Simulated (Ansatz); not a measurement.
Si₅Te₈:
Space group P-3m1 (No. 164); a = b = 7.7922 Å, c = 6.7830 Å, α = β = 90.00°, γ = 120.00°

| atom | site | symmetry | x | y | z |
|---|---|---|---|---|---|
| Si | 1a | -3m. | 0.0000 | 0.0000 | 0.0000 |
| Te | 6i | .m. | 0.3313 | 0.1657 | 0.2397 |
| Si | 3e | .2/m. | 0.0000 | 0.5000 | 0.0000 |
| Te | 2d | 3m. | 0.3333 | 0.6667 | 0.2254 |
| Si | 1b | -3m. | 0.0000 | 0.0000 | 0.5000 |

Relaxed at zero pressure with r²SCAN (plane waves, PAW; program Ansatz).

Task: The volume is lowered by 3 % and shape and atoms relax at that volume. What pressure results, and how do the axes share the change?

Result: 1.2 GPa; a -0.7 %, b -0.7 %, c -1.6 %; the energy rises by 3 meV/atom.

Task: Give the new structure.

Result: 
Space group P-3m1 (No. 164); a = 7.738 Å, b = 7.738 Å, c = 6.672 Å, α = 90.00°, β = 90.00°, γ = 120.00°

| atom | site | symmetry | x | y | z |
|---|---|---|---|---|---|
| Si | 1a | -3m. | 0.0000 | 0.0000 | 0.0000 |
| Te | 6i | .m. | 0.3333 | 0.1666 | 0.2434 |
| Si | 3e | .2/m. | 0.0000 | 0.5000 | 0.0000 |
| Te | 2d | 3m. | 0.3333 | 0.6667 | 0.2310 |
| Si | 1b | -3m. | 0.0000 | 0.0000 | 0.5000 |

The phase is kept; no other phase was compared at this pressure.

The start of the workflow was typed in or built on a structure type; neither database checked (COD, Materials Project) lists it. Its standing as an ambient phase is unchecked. The cell was relaxed with r²SCAN under the symmetry of its start; whether a distortion lowers the energy is not shown. Spin–orbit coupling is left out wherever it is not named.

Potentials: the earlier of the program's two PAW sets.
